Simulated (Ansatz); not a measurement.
Consider the following.

InIr3N:
```cif
data_InIr3N
_chemical_formula_sum 'In1 Ir3 N1'
_space_group_name_H-M_alt 'P 1'
_space_group_IT_number 1
_cell_length_a 4.16034
_cell_length_b 4.16034
_cell_length_c 4.16034
_cell_angle_alpha 90.000
_cell_angle_beta 90.000
_cell_angle_gamma 90.000
loop_
_space_group_symop_operation_xyz
  'x, y, z'
loop_
_atom_site_label
_atom_site_type_symbol
_atom_site_fract_x
_atom_site_fract_y
_atom_site_fract_z
_atom_site_occupancy
In1 In 0.00000 0.00000 0.00000 1
Ir1 Ir 0.00000 0.50000 0.50000 1
Ir2 Ir 0.50000 0.00000 0.50000 1
Ir3 Ir 0.50000 0.50000 0.00000 1
N1 N 0.50000 0.50000 0.50000 1
```

This is the PBE-relaxed structure.

### Question
All from DFT-PBE in the program Ansatz with PAW potentials, unless another level is named. Give the electronic character.

### Answer
metallic (no gap).

### Question
And the formation energy from the elements (no fitted shifts)?

### Answer
569 meV/atom.

### Question
Give the density of states at the Fermi level.

### Answer
0.96 states/eV per atom (mean over ±0.08 eV).

### Question
What about the gap with spin–orbit coupling?

### Answer
none (metallic).

Space group Pm-3m (anti-perovskite). The start of the workflow was typed in or built on a structure type; neither database checked (COD, Materials Project) lists it. Whether it is the stable phase at ambient conditions was not checked. The cell was relaxed with PBE under the symmetry of its start; its stability against distortions is not shown here. The workflow began spin-polarised and lost its moments. The volume moved by 16 % from the start of the relaxation. Its formation energy is positive at this level, so the cell may be metastable or incomplete. The references are the lowest solids computed at this level, not always the standard phases (solids in place of the gases). Spin–orbit coupling is left out wherever it is not named.

Potentials: the earlier of the program's two PAW sets.
